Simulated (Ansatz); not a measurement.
Collinear states of WO

The calculation used DFT r2SCAN+U, scalar-relativistic, plane waves, PAW in Ansatz.

```
W O
1.0
     2.91456    0.00000    0.00000
     0.00000    2.91456    0.00000
     0.00000    0.00000    2.91456
W O
1 1
Direct
  0.00000 0.00000 0.00000
  0.50000 0.50000 0.50000
```

The plane-wave cutoff is 500 eV, the Γ-centred k-mesh is 14×14×14 and the occupation rule is Gaussian smearing, 0.1 eV. The U_eff on Löwdin-orthogonalised atomic d orbitals is W 6.2 eV. The list of starting moments (μB, in atom order) is 2.5 0 and the check for lower electronic states after the SCF is on.

Each order was relaxed in cell and atoms. A propagation vector, in units of the reciprocal vectors, doubles the cell, which takes an equally dense mesh. Spin–orbit coupling is left out, which for heavy magnetic ions can matter as much as these differences. r2SCAN tends to overstate moments in metals. Site moments are spin moments in atom-centred spheres that scale with the neighbour distance. The states are those that the runs reached from these starts; a lower one can exist.

Q: Starts tried: no spin; large parallel starting moments; antiferromagnetic, doubled cell, propagation vector (1/2, 1/2, 1/2). Which state comes out lowest, and what are the moments?

A: The lowest state is antiferromagnetic, reached from the start “antiferromagnetic, doubled cell, propagation vector (1/2, 1/2, 1/2)”, with site moments (μB) W +2.70, W -2.70.

| start | ends | energy above lowest (meV/atom) | site moments (μB) | gap on mesh (eV) | volume (Å³/atom) |
| --- | --- | --- | --- | --- | --- |
| no spin | non-magnetic | 12.7 | none over 0.05 | metal | 12.38 |
| large parallel starting moments | ferromagnetic | 114 | W +3.05, O -0.29 | metal | 14.21 |
| antiferromagnetic, doubled cell, propagation vector (1/2, 1/2, 1/2) | antiferromagnetic | 0.00 | W +2.70, W -2.70 | metal | 13.17 |

Cost: 3 runs of about 4.6 core-minutes in all, on Oxide Virtual Turin-like Processor (Zen 5) (shared hosts).